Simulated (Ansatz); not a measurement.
Calculated with Ansatz: Al2CdAu4, relaxation

The input file (Ansatz 0.2.0, plane waves):

```yaml
crystal:
  lattice:
    - [0.0, 5.50664, 0.0]
    - [5.50664, 0.0, 0.0]
    - [2.75332, 2.75332, -5.106804]
  atoms:
    - { symbol: Au, position: [0.37, 0.38, 0.74] }
    - { symbol: Au, position: [0.62, 0.11, 0.26] }
    - { symbol: Au, position: [0.89, 0.88, 0.74] }
    - { symbol: Au, position: [0.12, 0.63, 0.26] }
    - { symbol: Cd, position: [0.5, 0.5, 0.0] }
    - { symbol: Al, position: [0.75, 0.25, 0.5] }
    - { symbol: Al, position: [0.0, 0.0, 0.0] }
  symmetry: { tolerance: 0.0003 }
kpoints:
  mp_grid: { grid: [4, 4, 4], shift: [0, 0, 0] }
magnetization:
  spin_polarized: false
scf:
  occupations: { method: gaussian, width: 0.0404 }
hamiltonian:
  pseudopotentials: { kind: paw }
  xc: r2scan
basis:
  ecutwfc: 500
output:
  forces: true
  stress: true
  eigenvalues: true
  write_density: true
  write_potential: true
  elf: true
  volumetric_format: npy
relax:
  max_steps: 40
  cell: {}
  f_tol: 0.005
  max_displacement: 0.1
```

Run with:

```bash
ansatz run input.yaml --threads 1 --pin off --max-ram 2560MiB --backend cpu --events-out ev --progress --plain --runs-dir out
```

Origin of the cell: a known structure type with other elements, at an estimated volume, so it need not be a known compound.

Output (shortened):

```
Pseudopotentials: kind: paw
Pseudopotential: Au, paw, valence charge 19, recommended cutoff 500 eV (meta_gga), Au.paw.azcp
Pseudopotential: Cd, paw, valence charge 20, recommended cutoff 500 eV (meta_gga), Cd.paw.azcp
Pseudopotential: Al, paw, valence charge 3, recommended cutoff 500 eV (meta_gga), Al.paw.azcp
Functional definition: r2SCAN
  exchange = r2scan_x(k0 = k0, k1 = k1, a1 = a1)
  correlation = r2scan_c
Crystal: 7 atoms, lattice volume = 154.854 Å³
Basis set: ecut = 500 eV, 3947 PW (Γ), exchange–correlation on 180×180×192 points (64 copies of the dense FFT grid, shifted against one another)
Bands: 62, of which v1, the nominal top of the filled ones, is band 51 counted from 1 (50 counted from 0)
Symmetry: 4 space group operations
[… 11 lines left out …]
Initial density: superposition of atomic densities (neutral atoms: chi_scale 0, normalization atom), corrected by the library's trained network
Functional: x = r2scan, c = r2scan; τ floored in thin density (d = 2e-4 eV/Å³)
SCF iter   1: F=—  HF=-61999.670767 eV  Δρ=1.08e-2  dr2=2.19e-1  dr2_τ=1.41e-1  defer=13
SCF iter   2: F=—  HF=-61999.701529 eV  Δρ=3.51e-3  dr2=1.68e-2  dr2_τ=6.71e-3  defer=52
SCF iter   3: F=—  HF=-61999.702844 eV  Δρ=1.57e-3  dr2=2.50e-3  dr2_τ=2.25e-4  defer=52
SCF iter   4: F=—  HF=-61999.703333 eV  Δρ=2.78e-4  dr2=1.10e-4  dr2_τ=8.85e-6  defer=52
SCF iter   5: F=—  HF=-61999.703393 eV  Δρ=9.05e-5  dr2=1.40e-5  dr2_τ=1.05e-6  defer=52
SCF iter   6: F=—  HF=-61999.703436 eV  Δρ=2.60e-5  dr2=7.94e-7  dr2_τ=4.80e-8  defer=52
SCF iter   7: F=—  HF=-61999.703436 eV  Δρ=9.41e-6  dr2=1.08e-7  dr2_τ=6.48e-9
SCF iter   8: F=-61999.703436 eV  HF=-61999.703436 eV  Δρ=2.67e-6  dr2=1.37e-8  dr2_τ=6.23e-10
relax step   1: F+E_penalty+E_count = -61999.703436 eV  Δ(F+E_penalty+E_count) = +0.000e0 eV  max|allowed force component| = 2.458e0 eV/Å  Δτ_max = 0.0000 Å  P = +17.784 GPa  Ω = 154.854 Å³ […]
relax step   2: F+E_penalty+E_count = -62001.331957 eV  Δ(F+E_penalty+E_count) = -1.629e0 eV  max|allowed force component| = 1.497e0 eV/Å  Δτ_max = 0.0975 Å  P = +8.160 GPa  Ω = 162.370 Å³  e […]
relax step   3: F+E_penalty+E_count = -62002.125187 eV  Δ(F+E_penalty+E_count) = -7.932e-1 eV  max|allowed force component| = 1.112e0 eV/Å  Δτ_max = 0.0973 Å  P = +2.926 GPa  Ω = 165.083 Å³ […]
relax step   4: F+E_penalty+E_count = -62002.707648 eV  Δ(F+E_penalty+E_count) = -5.825e-1 eV  max|allowed force component| = 8.597e-1 eV/Å  Δτ_max = 0.0999 Å  P = -0.331 GPa  Ω = 164.715 Å³ […]
relax step   5: F+E_penalty+E_count = -62003.215642 eV  Δ(F+E_penalty+E_count) = -5.080e-1 eV  max|allowed force component| = 7.147e-1 eV/Å  Δτ_max = 0.0974 Å  P = -2.012 GPa  Ω = 162.117 Å³ […]
[… 3 lines left out …]
relax step   9: F+E_penalty+E_count = -62003.958201 eV  Δ(F+E_penalty+E_count) = -1.079e-1 eV  max|allowed force component| = 7.679e-2 eV/Å  Δτ_max = 0.0617 Å  P = -0.891 GPa  Ω = 153.785 Å³ […]
relax step  10: F+E_penalty+E_count = -62003.973685 eV  Δ(F+E_penalty+E_count) = -1.548e-2 eV  max|allowed force component| = 3.521e-2 eV/Å  Δτ_max = 0.0143 Å  P = -0.106 GPa  Ω = 151.965 Å³ […]
relax step  11: F+E_penalty+E_count = -62003.975940 eV  Δ(F+E_penalty+E_count) = -2.255e-3 eV  max|allowed force component| = 2.743e-3 eV/Å  Δτ_max = 0.0080 Å  P = -0.049 GPa  Ω = 151.961 Å³ […]
relax step  12: F+E_penalty+E_count = -62003.975986 eV  Δ(F+E_penalty+E_count) = -4.636e-5 eV  max|allowed force component| = 2.747e-4 eV/Å  Δτ_max = 0.0006 Å  P = +0.001 GPa  Ω = 151.875 Å³ […]
relax step  13: F+E_penalty+E_count = -62003.978379 eV  Δ(F+E_penalty+E_count) = -2.393e-3 eV  max|allowed force component| = 4.625e-4 eV/Å  Δτ_max = 0.0000 Å  P = +0.002 GPa  Ω = 151.875 Å³  stress off target by 4.11e-2 GPa […]
SCF 13 converged in 8 iterations: F = -62003.978379 eV  dr2 = 2.97e-11
basis re-selected at this cell: Δ(F+E_penalty+E_count) = -2.393e-3 eV, ΔP = +0.001 GPa vs the last step (what re-selecting the basis moved, of the pressure what is left beyond the Pulay corre […]
SCF converged after 8 iterations
Free energy (F): -62003.978379 eV
Harris-Foulkes:  -62003.978379 eV  (|F-HF|=0.00e0)
Internal energy: -62003.978306 eV  (E = F + TS)
E sigma→0 (E₀):  -62003.978343 eV
Entropy (-TS):   -0.000073 eV (-0.010 meV/atom)
Fermi energy:    12.091007 eV
--- Per-component energies (eV) ---
  E_band       = -1979.429247
  E_kinetic    = 2971.681396
  E_local      = -14487.799224  (includes V_loc(G=0)·N_el)
  E_nonlocal   = 346.276091
  E_hartree    = 6344.502342
  E_xc         = -1115.424461
  E_vxc        = -1540.275980  (∫ρ·V_xc dr)
  E_paw        = -43972.258159  (= ΣΔE_a)
  E_vpaw       = -2064.508850  (= ΣTr[D̂ρ^β])
  E_aug_tail   = 0.002960  (compensation charges beyond the density's cutoff)
  E_vtau       = 106.189797  (kinetic-family band-sum trace: ∫τ·v_τ [+ j·A + Jᵃ·Aᵃ] dr)
  E_ewald      = -12089.568969
  E_core_change = -1.390282  (= ΣΔE_core)
  E_smearing   = -0.000073  (= −TS)
  Σ components = -62003.978379   (vs F -62003.978379, Δ=0.00e0)
--- Forces (eV/Å), atoms counted from 1 ---
  atom   1  Au     0.000256    -0.000463    -0.000169
  atom   2  Au    -0.000463    -0.000256     0.000169
  atom   3  Au    -0.000256     0.000463    -0.000169
  atom   4  Au     0.000463     0.000256     0.000169
  atom   5  Cd    -0.000000    -0.000000    -0.000000
  atom   6  Al    -0.000000    -0.000000     0.000000
  atom   7  Al    -0.000000    -0.000000     0.000000
  max |Σ_I F_I| component: 2.15e-16 eV/Å
--- Stress (GPa, compression-positive) ---
       -0.016833      -0.000001       0.000000
        0.000001      -0.016833       0.000000
        0.000000       0.000000       0.041072
  P = ⅓ Tr σ = 0.0025 GPa (0.025 kbar)
--- Relaxed structure (12 steps of the walk, 12 accepted, 1 SCFs on fresh bases) ---
  F+E_penalty+E_count = -62003.978379 eV   max|allowed force component| = 4.625e-4 eV/Å   (the final SCF, on the basis selected at the relaxed cell)
  cell:  # Å, volume = 151.8747 Å³
    - [0.0, 5.174185, 0.0]
    - [5.174185, 0.0, 0.0]
    - [2.587092, 2.587092, -5.672853]
  atoms:
    - { symbol: Au, position: [0.319603, 0.441172, 0.680129] }
    - { symbol: Au, position: [0.558828, -0.000268, 0.319871] }
    - { symbol: Au, position: [1.000268, 0.878699, 0.680129] }
    - { symbol: Au, position: [0.121301, 0.680397, 0.319871] }
    - { symbol: Cd, position: [0.5, 0.5, 5.823e-19] }
    - { symbol: Al, position: [0.75, 0.250000, 0.500000] }
    - { symbol: Al, position: [-4.978e-19, -2.067e-19, 5.823e-19] }
```

Caveats: no spin-orbit coupling, though heavy elements are present; the k mesh is coarse if the cell is a metal; the relaxation held the start's symmetry, so the end may be a saddle point.

It ran for 6.3 min on 1 thread of Intel(R) Xeon(R) Platinum 8259CL CPU @ 2.50GHz (Skylake/Cascade Lake), on a shared host, peak memory 0.99 GiB, from the program's own first density.
